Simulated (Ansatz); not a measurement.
W:
```
CELL_PARAMETERS angstrom
     -2.54432     2.54432     1.33904
      2.54432    -2.54432     1.33904
      2.54432     2.54432    -1.33904
ATOMIC_POSITIONS crystal
  W  0.75000 0.25000 0.50000
  W  0.00000 0.00000 0.00000
```

Relaxed with r²SCAN. Special points in fractions of this cell's reciprocal vectors: Γ (0.000, 0.000, 0.000); X (0.000, 0.000, 0.500); M (-0.500, 0.500, 0.500); Z (0.319, 0.319, -0.319); Z0 (-0.319, 0.681, 0.319); P (0.250, 0.250, 0.250); N (0.000, 0.500, 0.000).

Task: List the band energies nearest the Fermi level at these points for the program Ansatz at the r²SCAN level (PAW).

Result: In eV from the Fermi level; about four levels below and three above (degenerate sets whole), none deeper than 8.9 eV; points with the same levels are listed once.

| k | below | above |
|---|---|---|
| Γ | -5.80 -4.21 -3.98 -2.89 | 2.38 2.38 2.42 2.42 |
| X | -3.25 -3.25 -1.52 -1.52 | 0.51 0.51 3.49 3.49 |
| M | -2.81 -2.81 -0.88 -0.88 | 1.28 1.28 2.96 2.96 |
| Z | -3.46 -2.81 -1.23 -0.63 | 0.34 0.34 3.07 |
| P | -4.39 -4.39 -0.24 -0.24 | 2.41 2.41 3.61 3.61 |
| N | -2.87 -0.34 -0.33 -0.31 | 2.15 3.10 3.49 |

Space group I4_1/amd (β-Sn type). The cell is a constructed one: a structure type filled with these elements; neither database checked (COD, Materials Project) lists it. It is not the phase usual at ambient conditions (space group No. 229). The r²SCAN relaxation kept the symmetry of its start; whether a distortion lowers the energy is not shown. No spin polarisation was allowed. Scalar-relativistic: spin–orbit coupling is off unless named, which matters more the heavier the elements.

Potentials: the later of the program's two PAW sets.
